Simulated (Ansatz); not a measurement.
Al2Cu:
Space group I4/mcm (No. 140); a = b = 5.9968 Å, c = 4.8045 Å, α = β = γ = 90.00°

```
atom  site  symmetry       x       y       z
----  ----  --------  ------  ------  ------
Al      8h      m.2m  0.1594  0.3406  0.0000
Cu      4a       422  0.0000  0.0000  0.2500
```
(The calculation used a cell of 6 atoms; values per cell refer to that cell.)

Relaxed at zero pressure with r²SCAN in the plane-wave PAW code Ansatz.

The volume is raised by 9 % and shape and atoms relax at that volume. What pressure results, and how do the axes share the change?

-8.0 GPa; a 2.8 %, b 2.8 %, c 3.1 %; the energy rises by 35 meV/atom.

Give the new structure.


Space group I4/mcm (No. 140); a = b = 6.1666 Å, c = 4.9526 Å, α = β = γ = 90.00°

```tsv
atom	site	symmetry	x	y	z
Al	8h	m.2m	0.1604	0.3396	0.0000
Cu	4a	422	0.0000	0.0000	0.2500
```

The phase is kept; no other phase was compared at this pressure.

The cell was relaxed with r²SCAN under the symmetry of its start. No spin polarisation was allowed. Axis ratios of metals converge slowly with the k-mesh, so a and c are less sure than the volume.

Potentials: the later of the program's two PAW sets.
